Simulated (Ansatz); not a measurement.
Sb:
Space group I4₁32 (No. 214); a = b = c = 8.094 Å, α = β = γ = 90.00°

```json
[
 {"atom": "Sb", "site": "8a", "symmetry": ".32", "x": "0.1250", "y": "0.1250", "z": "0.1250"}
]
```
(The calculation used a cell of 4 atoms; values per cell refer to that cell.)

Relaxed with PBE.

Task: Which orbitals make up the states near the Fermi level in PBE in the plane-wave PAW code Ansatz?

Result: Within 0.5 eV of the Fermi level: Sb 5p 93 %, Sb 5s 6 %. Projections are on Löwdin-orthogonalised atomic valence shells; empty p or d shells of many metals are not among them.

Task: Tabulate the density of states.

Result: States/eV per cell of 4 atoms, in 0.25 eV bins, energy from the Fermi level.

```
E (eV)  total  Sb 5p  Sb 5s  Sb 4d
------  -----  -----  -----  -----
-7.85    0.46   0.12   0.34   0.00
-7.60    0.21   0.05   0.16   0.00
-7.35    0.51   0.13   0.38   0.00
-7.10    1.76   0.45   1.30   0.00
-6.85    2.17   0.55   1.61   0.00
-6.60    1.23   0.30   0.93   0.00
-6.35    0.81   0.19   0.62   0.00
-6.10    0.55   0.12   0.43   0.00
-5.85    0.37   0.07   0.30   0.00
-5.60    0.23   0.03   0.19   0.00
-5.35    0.12   0.01   0.10   0.00
-5.10    0.01   0.00   0.01   0.00
-4.85    0.00   0.00   0.00   0.00
-4.60    0.00   0.00   0.00   0.00
-4.35    0.00   0.00   0.00   0.00
-4.10    0.00   0.00   0.00   0.00
-3.85    0.00   0.00   0.00   0.00
-3.60    0.00   0.00   0.00   0.00
-3.35    8.62   8.51   0.01   0.01
-3.10    7.49   7.39   0.02   0.01
-2.85    0.22   0.19   0.03   0.00
-2.60    0.36   0.30   0.06   0.00
-2.35    0.55   0.44   0.10   0.00
-2.10    0.84   0.67   0.16   0.00
-1.85    1.60   1.28   0.30   0.00
-1.60    2.77   2.30   0.44   0.00
-1.35    2.43   2.16   0.25   0.00
-1.10    5.58   5.25   0.28   0.00
-0.85    6.44   6.17   0.21   0.00
-0.60    4.22   3.97   0.20   0.00
-0.35    4.12   3.76   0.30   0.00
-0.10    2.84   2.65   0.15   0.00
0.15     7.48   7.05   0.31   0.00
0.40     0.42   0.35   0.06   0.00
0.65     0.06   0.05   0.01   0.00
0.90     0.64   0.53   0.09   0.00
1.15     4.52   3.73   0.65   0.00
1.40     3.01   2.53   0.40   0.00
1.65     0.37   0.28   0.07   0.00
1.90     0.98   0.76   0.16   0.00
2.15     2.05   1.62   0.30   0.00
2.40     2.60   2.07   0.30   0.00
2.65     2.71   2.16   0.23   0.00
2.90     1.58   1.26   0.11   0.00
3.15     3.48   2.71   0.17   0.00
3.40     1.71   1.19   0.03   0.00
3.65     5.44   3.82   0.13   0.00
3.90     2.41   1.71   0.08   0.00
4.15     4.84   3.14   0.07   0.00
4.40     3.90   2.21   0.04   0.00
4.65     4.51   1.43   0.04   0.00
```

Space group I4_132. The start of the workflow was typed in or built on a structure type; neither database checked (COD, Materials Project) lists it. It is not the phase usual at ambient conditions (space group No. 166). The PBE relaxation kept the symmetry of its start; whether a distortion lowers the energy is not shown. The volume moved by 71 % from the start of the relaxation. Spin–orbit coupling is left out wherever it is not named.

Potentials: the later of the program's two PAW sets.
